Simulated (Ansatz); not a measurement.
## Structure relaxation, Rh

The start is a relaxed Rh cell, doubled along one cell vector, shaken by Gaussian noise of σ = 0.08 Å a coordinate. Cell shape, volume and atoms are optimised at zero target pressure with PBE (plane waves to 420 eV, PAW, scalar-relativistic; Ansatz, an electronic-structure program). First-step values are on the input's coarse k-mesh.

Ansatz input (later rounds restart from its end on a renewed k-mesh):
Ansatz 0.2 input:
```yaml
crystal:
  lattice:
    - [0, 1.9151105712, 1.9151105712]
    - [1.9151105712, 0, 1.9151105712]
    - [3.8302211424, 3.8302211424, 0]
  atoms:
    - { symbol: Rh, position: [-0.0137834341, 0.039664989, -0.009013109] }
    - { symbol: Rh, position: [-0.0269364788, 0.0143713205, 0.4811624278] }
basis: { ecutwfc: 420, ecutrho_ratio: 4, xc_grid: 2, fft_grid_basis: typed }
kpoints: { mp_grid: { grid: [14, 14, 7] } }
hamiltonian:
  xc: pbe
  dispersion: none
  pseudopotentials: { azcp: { folder: ./paw }, kind: paw }
scf: { occupations: { method: fermi_dirac, width: 0.05 } }
relax: { f_tol: 0.01, max_steps: 100, cell: { stress_tol: 0.02 } }
output: { forces: true, stress: true }
```

Which atoms feel the largest initial force, and how large is it?

0.63 eV/Å, on Rh1, Rh2 (atoms numbered as listed).

Does it find its way back to the structure it was made from?

It returns to the parent structure, Fm-3m (No. 225).

How do the shortest distances between atoms change?

The closest pairs of elements (up to four, under 3.6 Å), start → end: Rh–Rh 2.60 → 2.71 Å.

Is the relaxed structure metallic? Give its gap.

Zero (metallic).

Final structure:

```cif
data_Rh4
_chemical_formula_sum 'Rh4'
_space_group_name_H-M_alt 'Fm-3m'
_space_group_IT_number 225
_space_group_name_Hall '-F 4 2 3'
_cell_length_a 3.83022
_cell_length_b 3.83022
_cell_length_c 3.83022
_cell_angle_alpha 90.000
_cell_angle_beta 90.000
_cell_angle_gamma 90.000
loop_
_atom_site_label
_atom_site_type_symbol
_atom_site_symmetry_multiplicity
_atom_site_Wyckoff_symbol
_atom_site_fract_x
_atom_site_fract_y
_atom_site_fract_z
_atom_site_occupancy
Rh1 Rh 4 b 0.50000 0.50000 0.50000 1
```
(The calculation used a cell of 1 atom; values per cell refer to that cell.)

Final values are on a 21×21×21 k-mesh of the relaxed cell. No spin polarisation in the result.

The run could not lose the symmetry of its start.
